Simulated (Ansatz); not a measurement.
# Os₂Ge in the antifluorite structure

Method: PBEsol, scalar-relativistic; no spin polarisation; PAW, 420 eV, 10×10×10 k-mesh, Gaussian smearing of 0.05 eV; code Ansatz. The datasets are Ansatz's generated set soft_2.

```
Os Ge
1.0
     0.00000    2.86546    2.86546
     2.86546    0.00000    2.86546
     2.86546    2.86546    0.00000
Os Ge
2 1
Direct
  0.25000 0.25000 0.25000
  0.75000 0.75000 0.75000
  0.00000 0.00000 0.00000
```

This is a trial structure made by placing the elements on a prototype's sites, so it needn't be the stable form.

The cell is relaxed to zero pressure at this level.

Path: Γ–X–U | K–Γ–L–W–X, with Γ = (0.000, 0.000, 0.000), X = (0.500, 0.000, 0.500), U = (0.625, 0.250, 0.625), K = (0.375, 0.375, 0.750), L = (0.500, 0.500, 0.500), W = (0.500, 0.250, 0.750) in reciprocal vectors of the calculation's cell.

Bands as a text map, energy in eV from the Fermi level (dashes), each leg drawn with the same width:
```
  5.57 | **                *          ***               
  5.14 |   *              ** *       *   **             
  4.71 |  *                 **   *  *                   
  4.29 |                 *  *             **            
  3.86 |   *            *  *       *       **           
  3.43 |   *         ****** *     *         **          
  3.00 |  * ************   * *    *           **********
  2.57 |***********           ****                   ***
  2.14 |**                *  * * *                      
  1.71 |     *               *     *                    
  1.29 |                          *                     
  0.86 |************     *  *****                  *****
  0.43 | **    *    ****   ***   ****            **    *
  0.00 |--*-----*********-***-----***------************-
 -0.43 |   *        **  *****      ***    ***** *****   
 -0.86 |   **  *************        *** ******    ******
 -1.29 |     **         *  *         *****   ******     
 -1.71 |                  *           *******           
 -2.14 |    *       *******               *             
 -2.57 |         ***     **           ***************   
 -3.00 |     *******    *            *    ** *****   ***
 -3.43 |    ****************        *       *     ******
 -3.86 |  ** ******     *  **      *       *************
 -4.29 |*****    ***     *  *******   *****         **  
 -4.71 |   *        **    **        **   **        *    
 -5.14 |  *           ***  **      *       *     **     
 -5.57 |**               *  *******         **  *       
 -6.00 | **             * ****    ***************       
        Γ      X      UK       Γ       L       W       X
```

(1) By these bands, is it a metal or an insulator, and if it has a gap, where are the band edges on this path?

Answer:

(1) A metal: bands cross the Fermi level.

Scalar-relativistic only: spin–orbit splittings of the heavy atoms' levels are missing.
